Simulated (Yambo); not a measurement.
Convergence of the G0W0 gap of Ba2MgH6

G0W0@LDA for Ba₂MgH₆ (space group P-3m1, No. 164) in Yambo. Reference settings: 3×3×4 Γ-centred k mesh, bands 5 to 179 and a 7 Ry block in the screening, 179 bands in G with the Bruneval-Gonze terminator, plasmon pole fitted at 27.2 eV. The LDA gap (0, 0.333, 0) → Γ on this mesh is 2.60 eV; G0W0 gaps are taken between the same points.

```csv
change from the reference,"G0W0 gap (0, 0.333, 0) → Γ (eV)",shift of the valence edge (eV),rough Yambo cost
reference settings,4.32,-1.02,1
1 Ry block,4.06,-0.60,within a factor of two
3×3×2 mesh,4.31,-1.01,about 1/3
no terminator,4.32,-0.95,–
```

The reference isn't shown to be the converged limit. Costs are rough (shared machines), scaled to the same edge states, and given only for runs that recompute the screening.

Geometry of the Materials Project entry, not relaxed at this level; primitive cell a = 5.718 Å, b = 5.718 Å, c = 4.538 Å, α = 90.00°, β = 90.00°, γ = 120.00°.

The structure is a Materials Project entry; no match was found in the copy of COD used, and its stability was not checked.

A shift is the quasiparticle energy of the state minus its LDA energy.
